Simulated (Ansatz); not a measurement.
BeS in space group P6_422 (No. 181; Be on 3c, S on 3d), DFT-PBE in the program Ansatz with PAW potentials. The conduction-band minimum lies on the M–K line, 8 % of the way from M, with 6 equivalent valleys. Second derivatives d²E/dk² of the lowest band at one valley (eV·Å²), along Cartesian directions:

```csv
direction,d²E/dk²
[100],12.54
[010],13.53
[001],26.91
[110],13.09
[101],19.80
[011],20.20
```

Question: Find the principal effective masses, the density-of-states mass and the conductivity mass.

Answer: Off-diagonal terms follow from H_xy = H[110] − (H_xx + H_yy)/2, and m*/mₑ = 7.620 eV·Å² over each eigenvalue: 0.28, 0.56, 0.61. One valley's DOS mass (m₁m₂m₃)^(1/3) = 0.46, conductivity mass 3/(Σ 1/mᵢ) = 0.43 mₑ.

Question: What effective density of states Nc follows at 300 K for parabolic valleys?

Answer: Nc = 2.509e19 × 6 × (0.46)^(3/2) ≈ 4.7e19 cm⁻³.

The start of the workflow was typed in or built on a structure type; neither database checked (COD, Materials Project) lists it. COD files the formula under space group No. 216, so this cell is another polymorph or a model. Whether it is the stable phase at ambient conditions was not checked. Symmetry was held in the PBE relaxation; its stability against distortions is not shown here.

Potentials: the later of the program's two PAW sets.

Edges and masses are those of Kohn–Sham bands, whose gap is no quasiparticle gap.
